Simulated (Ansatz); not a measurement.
**perovskite-structured BaZrO3**

The computed numbers are results of r²SCAN, scalar-relativistic (no spin polarisation) in the plane-wave PAW code Ansatz at 500 eV, Γ-centred 6×6×6 mesh, 0.05 eV Gaussian smearing; PAW files: Ansatz's generated set soft_2.

```
CELL_PARAMETERS angstrom
4.20505 0.00000 0.00000
0.00000 4.20505 0.00000
0.00000 0.00000 4.20505
ATOMIC_POSITIONS crystal
Ba 0.00000 0.00000 0.00000
Zr 0.50000 0.50000 0.50000
O 0.00000 0.50000 0.50000
O 0.50000 0.50000 0.00000
O 0.50000 0.00000 0.50000
```

The start was a prototype's sites filled with these elements; the Crystallography Open Database holds the compound in this structure. The ideal cubic cell shuts out tilts of the octahedra, which such structures often take.

Cell and atoms are those of this level's equilibrium.

The cell has space group Pm-3m (read at 0.01 Å). In it the stress is 0.00, 0.00, 0.00, 0.00, 0.00, 0.00 GPa and the largest force component 0.000 eV/Å. Each change below starts from this cell, without further relaxation. Stress is in GPa, positive in compression, in the order xx, yy, zz, yz, xz, xy; energies are counted from the cell above.

Q: What happens when atom 5 (O) is moved by 0.12 Å along x?

A: The energy changes by 21.2 meV per cell, and the force on it along the shift is -0.360 eV/Å (−F/u = 3.00 eV/Å²). Stress: 0.09, -0.35, 0.02, 0.00, 0.00, 0.00. The gap on the mesh goes from 3.73 eV to 3.71 eV.
```tsv
atom	Fx (eV/Å)	Fy	Fz
Ba1	-0.062	0.000	0.000
Zr2	0.071	0.000	0.000
O3	0.417	0.000	0.000
O4	-0.066	0.000	0.000
O5	-0.360	0.000	0.000
```
In a harmonic crystal the energy would rise by −½F·u = ½ × 3.00 × 0.12² eV = 21.6 meV, which matches.

Q: A single strain component, atoms carried along, gave the stress 0.02, 0.02, 0.02, 0.00, 0.00, -1.82. Which component, and about how large?

A: An engineering strain of 2 % in xy; the energy changes by 8.5 meV per cell.

Q: All atoms and the cell are disturbed at random:
```
CELL_PARAMETERS angstrom
4.14616 0.05147 0.00738
0.05147 4.25346 -0.00471
0.00738 -0.00471 4.18797
ATOMIC_POSITIONS crystal
Ba 0.01435 0.00212 0.00568
Zr 0.48652 0.50863 0.50083
O 0.99458 0.50082 0.50419
O 0.50211 0.49217 0.99811
O 0.50244 0.99626 0.49120
```
Give the energy change, the stress and the forces.

A: 78.5 meV per cell; stress 4.30, -1.47, 1.62, 0.18, -0.20, -2.23 GPa. The gap on the mesh goes from 3.73 eV to 3.69 eV.
| atom | Fx (eV/Å) | Fy | Fz |
| --- | --- | --- | --- |
| Ba1 | -0.455 | 0.141 | -0.079 |
| Zr2 | 0.690 | -0.307 | -0.016 |
| O3 | 0.119 | -0.048 | -0.067 |
| O4 | -0.163 | 0.037 | 0.087 |
| O5 | -0.190 | 0.177 | 0.075 |

Kohn–Sham gaps of semilocal functionals lie under measured ones, often by a third or more. Spin–orbit coupling, which matters for such heavy elements, is left out.
